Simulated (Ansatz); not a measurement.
**Data sheet: Nb$_{3}$Cl$_{8}$ (DFT)**

Nb3Cl8:
```
CELL_PARAMETERS angstrom
      6.75399     0.00000     0.00000
     -3.37700     5.84913     0.00000
      0.00000     0.00000    12.42721
ATOMIC_POSITIONS crystal
  Nb 0.52873 0.05747 0.24631
  Nb 0.47127 0.94253 0.75369
  Nb 0.94253 0.47127 0.24631
  Nb 0.05747 0.52873 0.75369
  Nb 0.52873 0.47127 0.24631
  Nb 0.47127 0.52873 0.75369
  Cl 0.66667 0.33333 0.09872
  Cl 0.33333 0.66667 0.90128
  Cl 0.33333 0.66667 0.35468
  Cl 0.66667 0.33333 0.64532
  Cl 0.67059 0.83530 0.13833
  Cl 0.32941 0.16470 0.86167
  Cl 0.16470 0.83530 0.13833
  Cl 0.83530 0.16470 0.86167
  Cl 0.16470 0.32941 0.13833
  Cl 0.83530 0.67059 0.86167
  Cl 0.33751 0.16875 0.37866
  Cl 0.66249 0.83125 0.62134
  Cl 0.83125 0.16875 0.37866
  Cl 0.16875 0.83125 0.62134
  Cl 0.83125 0.66249 0.37866
  Cl 0.16875 0.33751 0.62134
```

Space group P-3m1 (No. 164); conventional cell a = b = 6.7540 Å, c = 12.4272 Å, α = β = 90.00°, γ = 120.00°.

Method: DFT-r²SCAN+D4 in the program Ansatz with PAW potentials. Structure relaxed to zero pressure with the same functional. Other levels are named where they apply.

### Cell and energy

| Property | Result |
|---|---|
| Volume per atom | 22.32 Å³ |
| Density | 3.80 g/cm³ |
| Formation energy from the elements (no fitted shifts) | -1.50 eV/atom |

### Electronic structure

| Item | Value |
|---|---|
| Electronic character | metallic (no gap) |
| Density of states at the Fermi level | 1.00 states/eV per atom (mean over ±0.08 eV) |
| Gap with spin–orbit coupling | none (metallic) |

### Mechanics

| Property | Value |
|---|---|
| Bulk modulus (Birch–Murnaghan fit) | 21.7 GPa |
| Pressure derivative B′ | 13.1 |
| Elastic constants (relaxed ions, GPa) | C11 = 111, C12 = 30.7, C13 = 7.4, C14 = 1.0, C33 = 27.3, C44 = 6.0 |
| Mechanical stability | stable (all eigenvalues of C positive) |
| Hill bulk and shear moduli | 30.2 and 17.6 GPa |
| Young's modulus | 44.2 GPa |
| Poisson's ratio | 0.26 |
| Debye temperature from the elastic constants | 253 K |

### Charges

| Quantity | Value |
|---|---|
| Bader charges | Nb +1.61, Cl -0.65 to -0.57 e |

The first step of the workflow began from a Materials Project structure, measured or hypothetical; the Crystallography Open Database copy checked does not list it. Its standing as an ambient phase is unchecked. The r²SCAN+D4 relaxation kept the symmetry of its start; whether a distortion lowers the energy is not shown. No spin polarisation was allowed. As this level gives no gap, shear constants depend on the k-mesh and smearing (Fermi–Dirac, 0.1 eV here). The references are the lowest solids computed at this level, not always the standard phases (solids in place of the gases). Scalar-relativistic: spin–orbit coupling is off unless named, which matters more the heavier the elements.

Potentials: the earlier of the program's two PAW sets. The files were generated under PBE; for other functionals the program regenerates the frozen cores, and for LDA and PBEsol the local potential too.
